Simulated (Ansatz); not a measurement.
Input and command of a plane-wave DFT calculation in Ansatz:

```yaml
crystal:
  lattice:
    - [0.0, 2.5689011361, 2.5689011361]
    - [2.5689011361, 0.0, 2.5689011361]
    - [2.5689011361, 2.5689011361, 0.0]
  atoms:
    - { symbol: Ir, position: [0.0, 0.0, 0.0], spin: 0.26 }
    - { symbol: F, position: [0.25, 0.25, 0.25] }
    - { symbol: F, position: [0.75, 0.75, 0.75] }
basis:
  ecutwfc: 420
kpoints:
  mp_grid: { grid: [6, 6, 6] }
hamiltonian:
  xc: pbe
scf:
  occupations: { method: gaussian, width: 0.1 }
  lower_state_search: "off"
output:
  forces: true
  stress: true
  eigenvalues: true
  populations: true
magnetization:
  spin_polarized: true
relax:
  adjacent_minimum: "off"
  f_tol: 0.04
  max_steps: 70
  cell: { stress_tol: 0.4 }
```

```bash
ansatz run input.yaml --threads 1 --pin off --max-ram 2560MiB --backend cpu --events-out ev --progress --plain --runs-dir out
```

Processor: Intel(R) Xeon(R) 6975P-C (Granite Rapids), 1 thread, on a host shared with other jobs.

Estimate time, memory and problem size.

About 18 s on 1 thread of Intel(R) Xeon(R) 6975P-C (Granite Rapids), on a shared host, peak memory 0.36 GiB. It solves 20 bands at 16 k points (the mesh reduced by the symmetry that the task leaves, which can be less than the crystal's) with about 821 plane waves (on the last cell), in 89 SCF iterations over 8 ionic steps.
